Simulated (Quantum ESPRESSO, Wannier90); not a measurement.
## Wannier functions of CdSe (wurtzite)

```
CELL_PARAMETERS angstrom
      4.34609     0.00000     0.00000
     -2.17304     3.76382     0.00000
      0.00000     0.00000     7.08984
ATOMIC_POSITIONS crystal
  Cd 0.66667 0.33333 0.49995
  Cd 0.33333 0.66667 0.99995
  Se 0.66667 0.33333 0.87591
  Se 0.33333 0.66667 0.37591
```

Cell from Materials Project (mp-1070), symmetrised, no further relaxation. COD (Crystallography Open Database) has an entry of this formula and space group (matched by these alone). Level: LDA, no spin polarisation, no spin-orbit coupling; pw.x of Quantum ESPRESSO at 82 Ry with PseudoDojo potentials, 6×6×4 k-points, Wannier90. Density: 12×12×6 mesh, Gaussian smearing 0.01 Ry. Spin-orbit coupling, left out, would split the p-like bands by a few tenths of an eV.

Base run: 16 functions from bands 19-20,31-58 of the 58 computed, start hydrogen-like Cd: s;p; Se: s;p, centres 0.05 Å off the atoms, frozen window up to 1.82 eV relative to the valence-band maximum, outer window open. Bands 21–30 (Cd 4d 96 %) lie between the kept ones and are excluded. One thing is changed at a time; window edges are relative to the valence-band maximum. The misfit compares interpolated bands with pw.x on a high-symmetry path, for states up to 1.3 eV relative to the valence-band maximum. Converged means that the tolerances were met: symmetric starts can stop on a saddle, which shows as a larger Ω_OD at equal Ω_I and can move the misfit too.

Problem. Which of these settings interpolates worst among those that finish?
(A) base
(B) frozen window to 5.82 eV
(C) frozen window to -1.18 eV
(D) outer window to 14.33 eV
(E) no frozen window
(F) frozen window to 3.82 eV

Solution. E, no frozen window. The whole sweep:

| setting | functions | frozen to (eV) | Ω_I (Å²) | Ω_D (Å²) | Ω_OD (Å²) | rms misfit (meV) | worst (meV) | ended |
|---|---|---|---|---|---|---|---|---|
| base | 16 | 1.82 | 25.61 | 0.01 | 3.74 | 1.1 | 6.4 | converged |
| frozen window to 3.82 eV | 16 | 3.82 | 27.50 | 0.03 | 3.70 | 2.2 | 11 | converged |
| frozen window to 5.82 eV | 16 | 5.82 | 32.59 | 0.10 | 4.05 | 3.5 | 14 | converged |
| frozen window to -1.18 eV | 16 | -1.18 | 25.46 | 0.01 | 3.63 | 20 | 89 | converged |
| no frozen window | 16 | none | 24.92 | 0.01 | 3.59 | 104 | 320 | converged |
| outer window to 8.33 eV | 16 | 1.82 | – | – | – | – | – | stops: too few bands in the window |
| outer window to 14.33 eV | 16 | 1.82 | 29.73 | 0.05 | 3.93 | 1.8 | 8.1 | converged |
